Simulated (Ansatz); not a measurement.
Computed with DFT PBE, scalar-relativistic, plane waves, PAW in Ansatz 0.2.0. All cells share a 420 eV cutoff and Γ-centred k meshes spaced at most about 0.3 Å⁻¹ (about 0.25 or finer for metals, 2π included). No spin polarisation in the final relaxations.

Temperature and zero-point effects are left out.

Two forms of In2GaP3 were relaxed alike.

A.

```xyz
6
Lattice="2.6851 1.5502 5.4746 -2.6851 1.5502 5.4746 0.0000 -3.1005 5.4746" Properties=species:S:1:pos:R:3 pbc="T T T"
In    0.0000    0.0000    3.1367
In    0.0000    0.0000   13.2870
Ga    0.0000    0.0000    0.0000
P     0.0000    1.5502    5.4746
P    -1.3425   -0.7751    5.4746
P     1.3425   -0.7751    5.4746
```

B.

```xyz
6
Lattice="6.4782 0.0000 0.0000 -3.2391 5.6103 0.0000 0.0000 0.0000 3.9977" Properties=species:S:1:pos:R:3 pbc="T T T"
In    3.2391    1.8701    0.0000
In    0.0000    3.7402    0.0000
Ga    0.0000    0.0000    0.0000
P     3.2391    0.0000    1.9989
P    -1.6196    2.8051    1.9989
P     1.6196    2.8051    1.9989
```

Problem. Which form is favoured at zero pressure, and by what margin per atom?

Solution. A is lower, by 183 meV/atom. A has space group R-3m (No. 166), 22.8 Å³/atom and no gap on its mesh; B has space group P6/mmm (No. 191), 24.2 Å³/atom and no gap. Counting P atoms around Ga and In (those within 1.25 times the shortest such distance or 1.15 times the sum of covalent radii; the shortest distance is added where it is long for a bond), A has In 3, Ga 6 and B has In 6, Ga 12 from 3.8 Å. The denser one is the lower, and pressure would at first widen the difference. Even the lower one lies +0.31 eV/atom against the reference forms of the elements (uncorrected), so neither is stable at this level. In A, around In lie 3 P at 2.81 Å, 1 Ga at 3.14 Å and 3 In at 3.20 Å; Ga is surrounded by 6 P at 2.69 Å and 2 In at 3.14 Å; P has 4 P at 2.69 Å, 2 Ga at 2.69 Å and 2 In at 2.81 Å. In B, around In lie 6 P at 2.74 Å, 3 Ga at 3.74 Å and 3 In at 3.74 Å; around Ga lie 6 In at 3.74 Å, 12 P at 3.81 Å and 2 Ga at 4.00 Å (long contacts); P is surrounded by 4 In at 2.74 Å, 4 P at 3.24 Å and 4 Ga at 3.81 Å. Both come from invented guesses. A third cell relaxed alike, in Cmmm, lies 193 meV/atom below the lower of the two.

Cells relaxed within their symmetry can be saddle points.
